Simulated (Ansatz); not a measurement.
Total density of states per atom from DFT-r²SCAN in the program Ansatz with PAW potentials, in 0.25 eV bins, energy from the Fermi level:

```
E (eV)  states/eV/atom
------  --------------
-7.85             0.03
-7.60             0.04
-7.35             0.04
-7.10             0.00
-6.85             0.05
-6.60             0.48
-6.35             0.52
-6.10             0.45
-5.85             0.23
-5.60             0.43
-5.35             0.44
-5.10             0.45
-4.85             0.63
-4.60             1.02
-4.35             1.14
-4.10             0.96
-3.85             0.86
-3.60             0.88
-3.35             0.87
-3.10             0.63
-2.85             1.01
-2.60             0.92
-2.35             0.86
-2.10             0.71
-1.85             0.70
-1.60             0.67
-1.35             0.47
-1.10             0.48
-0.85             0.61
-0.60             0.57
-0.35             0.55
-0.10             0.41
0.15              0.74
0.40              0.89
0.65              0.80
0.90              0.75
1.15              0.61
1.40              0.46
1.65              0.56
1.90              0.65
2.15              0.89
2.40              1.05
2.65              0.90
2.90              0.75
3.15              0.48
3.40              0.43
3.65              0.49
3.90              0.41
4.15              0.54
4.40              0.50
4.65              0.48
```

Which compound is it?
A. Nb5Si3, I4/mcm (Nb on 16l, Nb on 4c, Si on 8h, Si on 4a)
B. AlSiTe3, P-31m (Al on 2d, Si on 2e, Te on 6k)
C. Si3Mo5, I4/mcm (Si on 8h, Si on 4a, Mo on 16k, Mo on 4b)
D. Zr5Sb3S, P6_3/mcm (Zr on 4d, Zr on 6g, Sb on 6g, S on 2b)

C, Si3Mo5, I4/mcm (Si on 8h, Si on 4a, Mo on 16k, Mo on 4b). Within 0.5 eV of the Fermi level: Mo 4d 88 %, Si 3p 5 %. Projections are on Löwdin-orthogonalised atomic valence shells; empty p or d shells of many metals are not among them.

The workflow started from a Materials Project entry (that database holds measured and hypothetical structures alike); the Crystallography Open Database files this formula in space group No. 140, but the cells were not matched. Its standing as an ambient phase is unchecked. The r²SCAN relaxation kept the symmetry of its start; its stability against distortions is not shown here. No spin polarisation was allowed. Spin–orbit coupling is left out wherever it is not named.

Potentials: the earlier of the program's two PAW sets.
